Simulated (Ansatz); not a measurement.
Computed with DFT PBE, scalar-relativistic, plane waves, PAW in Ansatz 0.2.0. Settings: cutoff 420 eV, Γ-centred meshes spaced at most about 0.3 Å⁻¹, and about 0.25 Å⁻¹ or finer for metals (2π included), Gaussian smearing. Collinear spin in cells that started with moments and kept them past the coarse steps, no spin elsewhere.

These are static total energies at zero pressure. All come from trial cells, and lower structures may exist.

Question: Order these relaxed structures of CrCuTe₃ by energy, lowest first, with the energy over the lowest of them.
A.

```xyz
5
Lattice="5.3504 0.0000 0.0000 0.0000 5.3504 0.0000 0.0000 0.0000 5.2939" Properties=species:S:1:pos:R:3 pbc="T T T"
Cr    0.0000    0.0000    1.2607
Cu    2.6752    2.6752    2.6346
Te    2.6752    0.0000    1.9218
Te    2.6752    2.6752    5.1656
Te    0.0000    2.6752    1.9218
```

B.

```xyz
5
Lattice="6.1053 0.0000 0.0000 -3.0527 5.2874 0.0000 0.0000 0.0000 5.0030" Properties=species:S:1:pos:R:3 pbc="T T T"
Cr    0.0000    0.0000    2.5015
Cu    0.0000    0.0000    0.0000
Te    3.0527    0.0000    0.0000
Te   -1.5263    2.6437    0.0000
Te    1.5263    2.6437    0.0000
```

C.

```xyz
5
Lattice="5.2139 0.0000 0.0000 0.0000 5.2139 0.0000 0.0000 0.0000 5.2139" Properties=species:S:1:pos:R:3 pbc="T T T"
Cr    0.0000    0.0000    0.0000
Cu    2.6069    2.6069    2.6069
Te    0.0000    0.0000    2.6069
Te    0.0000    2.6069    0.0000
Te    2.6069    0.0000    0.0000
```

Answer: A (0 meV/atom), C (336 meV/atom), B (498 meV/atom). Forms: A P4mm, moments up to 3.7 μB; C cubic perovskite type, Pm-3m, moments up to 2.6 μB; B P6/mmm, moments up to 3.9 μB. Counting Te atoms around Cr and Cu (those within 1.25 times the shortest such distance or 1.15 times the sum of covalent radii; a plus sign parts nearer from farther groups; the shortest distance is added where it is long for a bond): A has Cr 4, Cu 1+5; C has Cr 6, Cu 12 from 3.7 Å; B has Cr 12 from 3.9 Å, Cu 6. Even the lowest lies +0.33 eV/atom against the elements.

Spin–orbit coupling, which can matter for Te, is left out. The magnetic state reached may not be the lowest. Cells relaxed within their symmetry can be saddle points. Some types were kept out of the candidates beforehand, so the set may lack a known form.
